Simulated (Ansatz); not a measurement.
# ZrPb: zone-centre modes at -1.0 GPa

Level of theory: DFT LDA, scalar-relativistic, plane waves, PAW (Ansatz). Settings: 420 eV plane-wave cutoff, Γ-centred 12×12×12 mesh, Fermi-Dirac smearing of 0.15 eV. No spin polarisation. Phonons by linear response, acoustic sum rule imposed.

The cell is fixed (symmetry leaves no force on the atoms) and stands under -1.0 GPa:
```yaml
crystal:
  lattice:
    - [3.56990, 0.00000, 0.00000]
    - [0.00000, 3.56990, 0.00000]
    - [0.00000, 0.00000, 3.56990]
  atoms:
    - { symbol: Zr, position: [0.00000, 0.00000, 0.00000] }
    - { symbol: Pb, position: [0.50000, 0.50000, 0.50000] }
```

The cell is the ideal cubic caesium chloride prototype; whether it is the stable structure of this composition wasn't checked. In a metal, frequencies and elastic constants depend on the k mesh and the smearing, soft modes and shear constants most. Spin–orbit coupling is left out, which can shift energies with elements as heavy as these.

Question: Is this structure stable against zone-centre distortions?

Answer: Yes, at Γ: no optical mode is imaginary. Strains and other wave vectors aren't tested by this run.

Question: List the optical modes at Γ (i marks imaginary ones).

Answer:
| frequency (cm⁻¹) | degeneracy |
| --- | --- |
| 147 | 3 |

Cost: 1 run of about 1.2 core-minutes, on Intel Xeon Processor @ 2.50GHz (Skylake/Cascade Lake) (shared hosts).